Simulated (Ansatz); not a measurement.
A trial cell of MgCd3Te2, before relaxation:

```cif
data_structure
_symmetry_space_group_name_H-M 'R-3m:H'
_symmetry_Int_Tables_number 166
_cell_length_a 6.2836
_cell_length_b 6.2836
_cell_length_c 12.9238
_cell_angle_alpha 90.000
_cell_angle_beta 90.000
_cell_angle_gamma 120.000
_cell_volume 441.91
loop_
_atom_site_label
_atom_site_type_symbol
_atom_site_symmetry_multiplicity
_atom_site_Wyckoff_symbol
_atom_site_fract_x
_atom_site_fract_y
_atom_site_fract_z
_atom_site_occupancy
Mg1 Mg 3 a 0.00000 0.00000 0.00000 1
Cd1 Cd 9 d 0.83333 0.16667 0.16667 1
Te1 Te 6 c 0.33333 0.66667 0.30052 1
```

The calculation used DFT PBE, scalar-relativistic, plane waves, PAW in Ansatz 0.2.0. Cutoff 420 eV, Gaussian smearing, Γ-centred meshes. Cell and atoms relax on a converged mesh. In metals the finer mesh still leaves noise of several meV/atom or more. The steps can't lower the symmetry of their start. No spin polarisation.

A guess keeps its type if space group and coordination stay and the shape of the cell changes little (axis ratios within about 15 %, angles within 6°); the volume may change.

Problem. Does it keep its structure type, or change into something else?

Solution. It doesn't keep its type. The symmetry stays R-3m (No. 166). The volume per atom grows by 15.4 %, from 24.6 to 28.3 Å³. The shortest distance goes from 2.82 Å (Mg–Cd) to 2.72 Å (Cd–Cd). The ratio c/a of the conventional cell changes by a factor of 1.78. Counting neighbours within 15 % of an atom's shortest distance, the start has Cd 8, Mg 6, Te 10 and the end Cd 4, Mg 12, Te 9. In detail, at the end Mg is surrounded by 6 Te at 3.33 Å and 6 Cd at 3.67 Å; Cd has 4 Cd at 2.72 Å, 4 Te at 3.50 Å and 2 Mg at 3.67 Å; around Te lie 3 Mg at 3.33 Å, 6 Cd at 3.50 Å and 3 Te at 3.85 Å.

```xyz
6
Lattice="2.7182 1.5693 6.6441 -2.7182 1.5693 6.6441 0.0000 -3.1387 6.6441" Properties=species:S:1:pos:R:3 pbc="T T T"
Mg    0.0000    0.0000    0.0000
Cd   -1.3591    0.7847    3.3221
Cd    1.3591    0.7847    3.3221
Cd    0.0000   -1.5693    3.3221
Te    0.0000    0.0000   12.1754
Te    0.0000    0.0000    7.7570
```

Formation energies are uncorrected and refer to the elements' standard structures at the same level.

Problem. At what energy does it end?

Solution. −0.07 eV/atom. Whether it is stable depends on the other phases of the system, which aren't compared here.

The last run used a 12×12×12 mesh for its 6-atom cell and Gaussian smearing of 0.10 eV. Spin–orbit coupling, which can matter for Te, is left out. The reference form of Te is held partly by dispersion forces, which this level lacks. A structure relaxed within its symmetry needn't be a true minimum.
